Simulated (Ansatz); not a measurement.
**Scan of one atom of the cell for NiSi2 (fluorite type, space group Fm-3m)**

Starting cell, NiSi$_{2}$ (fluorite type, space group Fm-3m):

```yaml
crystal:
  lattice:
    - [0.00000, 2.69349, 2.69349]
    - [2.69349, 0.00000, 2.69349]
    - [2.69349, 2.69349, 0.00000]
  atoms:
    - { symbol: Ni, position: [0.00000, 0.00000, 0.00000] }
    - { symbol: Si, position: [0.25000, 0.25000, 0.25000] }
    - { symbol: Si, position: [0.75000, 0.75000, 0.75000] }
```

In each cell atom 2 (Si, nearest neighbour Ni at 2.333 Å; its periodic images, 3.8 Å or more away, move with it) moves by s·(0.707, 0.707, 0.000) (along Cartesian [110]), the rest being held.

Calculation: r2SCAN (plane waves to 500 eV, PAW, scalar-relativistic; Ansatz, a quantum-chemistry and plane-wave program). k mesh 12×12×12 (Γ-centred), Fermi-Dirac smearing 0.05 eV. The energy includes the smearing's −TS. Compression counts positive. With partly filled bands, energies and forces of such displacements shift with the k mesh and the smearing. F∥ is the force on the atom along that direction. F⊥ is the part of the force across the line. On this mesh the relaxed cell isn't quite at rest: it carries a pressure of -0.3 GPa (compression positive) at the zero of the scan. NiSi2 is run without spin polarisation. NiSi2 was relaxed with its symmetry unable to fall. The zero of ΔE is the undisplaced structure.

```csv
s (Å),ΔE (meV/cell),P (GPa),|F⊥| (eV/Å),F∥ (eV/Å)
-0.700,2521,29.5,5.960,8.368
-0.560,1516,18.6,3.405,6.044
-0.420,809,10.1,1.718,4.125
-0.280,345,4.3,0.688,2.544
-0.140,85,1.0,0.153,1.215
0.000,0,-0.3,0.000,0.000
0.140,85,1.0,0.153,-1.215
0.280,345,4.3,0.688,-2.544
0.420,809,10.1,1.718,-4.125
0.560,1516,18.6,3.405,-6.044
0.700,2521,29.5,5.960,-8.368
```

Read from the data:

```
Quantity                                                                                                                                                Value
--------------------------------------------------------  ---------------------------------------------------------------------------------------------------
Energy at s = 0.700 Å                                                                                                                           2521 meV/cell
Force along the line at s = -0.700 Å                                                                                                                8.37 eV/Å
Symmetry of the curve                                                                                                           even: the same for both signs
Shape of the curve                                                                             a single well with its minimum at or next to zero displacement
Force constant k = d²E/ds² at s = 0 (finite differences)                                                                                           8.54 eV/Å²
Harmonic estimate at the end of the scan                  ½ks² = 2092 meV/cell against the computed 2521 meV/cell, so the well is stiffer than harmonic there
```

(A displaced cell: forces are minus the slopes of the energy, force constants its curvatures, and phonons follow from these.)
